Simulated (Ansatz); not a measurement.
Property card for CaO

CaO:
Space group Pm-3m (No. 221); a = 2.903 Å, b = 2.903 Å, c = 2.903 Å, α = 90.00°, β = 90.00°, γ = 90.00°

```json
[
 {"atom": "Ca", "site": "1a", "symmetry": "m-3m", "x": "0.0000", "y": "0.0000", "z": "0.0000"},
 {"atom": "O", "site": "1b", "symmetry": "m-3m", "x": "0.5000", "y": "0.5000", "z": "0.5000"}
]
```

Space group Pm-3m (No. 221), CsCl type; conventional cell a = b = c = 2.903 Å, α = β = γ = 90.00°.

Method: r²SCAN in the plane-wave PAW code Ansatz. Structure relaxed to zero pressure with the same functional. Other levels are named where they apply.

**Cell and energy**

```json
{
 "volume_per_atom": "12.23 Å³",
 "density": "3.81 g/cm³",
 "Formation energy from the elements (no fitted shifts)": "-2.72 eV/atom"
}
```

**Electronic structure**

```json
{
  "band_gap": "3.27 eV (indirect)",
  "valence_band_maximum": "at M",
  "conduction_band_minimum": "at Γ",
  "smallest_direct_gap_on_the_standard_path": "3.58 eV",
  "Electron effective mass, band 1 of 2 at the edge": "2.1 along [100], 0.95 along [110], 0.61 along [111] (mₑ)",
  "Electron effective mass, band 2 of 2 at the edge": "0.36 along [100], 0.45 along [110], 0.61 along [111] (mₑ)",
  "hole_effective_mass": "0.33, 1.9, 1.9 mₑ (principal values)",
  "HSE06 gap on the r²SCAN cell": "4.48 eV"
}
```

**Mechanics**

```json
{
  "Bulk modulus (Birch–Murnaghan fit)": "122 GPa",
  "Pressure derivative B′": "4.3",
  "Elastic constants (relaxed ions, GPa)": "C11 = 392, C12 = -12.9, C44 = -5.3",
  "mechanical_stability": "unstable (C has a negative eigenvalue)"
}
```

**Charges**

```json
{
  "bader_charges": "Ca +1.51, O -1.51 e"
}
```

This is a known high-pressure phase of the composition, computed here at zero pressure and temperature. Symmetry was held in the r²SCAN relaxation. The references are the lowest solids computed at this level, not always the standard phases (solids in place of the gases).

Potentials: the earlier of the program's two PAW sets.
